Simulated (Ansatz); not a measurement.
This Ansatz input for HfC (rocksalt structure) was spoiled on purpose:

```yaml
crystal:
  lattice:
    - [0.0, 2.3203429225, 2.3203429225]
    - [2.3203429225, 0.0, 2.3203429225]
    - [2.3203429225, 2.3203429225, 0.0]
  atoms:
    - { symbol: Hf, position: [0.5, 0.5, 0.5] }
    - { symbol: C, position: [0.0, 0.0, 0.0] }
basis:
  ecutwfc: 500
  ecutrho_ratio: 4
kpoints:
  mp_grid: { grid: [12, 12, 12] }
hamiltonian:
  xc: r2scan
  pseudopotentials: { kind: nc }
scf:
  occupations: { method: gaussian, width: 0.05 }
  max_iter: 75
output:
  forces: true
  stress: true
magnetization:
  spin_polarized: true
  spin_orbit: true
```

Launched as:
```sh
ansatz run input.yaml --threads 2 --pin off --max-ram 2662MiB --backend cpu --events-out ev --progress --plain --runs-dir out
```

Task: What is wrong with it?

Result: Spin-orbit coupling on scalar files. Against the sound input: magnetization: {"spin_polarized": true, "spin_orbit": true}; hamiltonian.pseudopotentials: {"kind": "nc"} (the cap on iterations is only a precaution).

What the program printed:

```
Error: 2 input errors — fix all and re-run
  1. inconsistent input (magnetization.spin_orbit, magnetization.noncollinear): true requires noncollinear: true — spin–orbit coupling acts on 2-spinor wavefunctions; set both flags
  2. inconsistent input (magnetization.spin_orbit, hamiltonian.pseudopotentials.kind): true requires a fully-relativistic hamiltonian.pseudopotentials.kind (nc_fr or paw_fr), or kind: all_electron without datasets and azcp, which then solves Dirac's equation on LAPW. paw_fr resolves this project's PAW files (source: ansatz) by j as it reads them
```

The input was refused before any iteration. Run time: 0.02 s on 2 threads of Arm Neoverse V1, with other jobs on the host, peak memory 0.023 GiB. The run before the change (r²SCAN, 500 eV, 12×12×12 mesh) gave:

| run | P (GPa) | gap on the mesh (eV) | cell moment (μB) | largest force component (eV/Å) |
| --- | --- | --- | --- | --- |
| sound | 0.0 | metal | – | 0.000 |

The compound is reported in the structure type of the start.
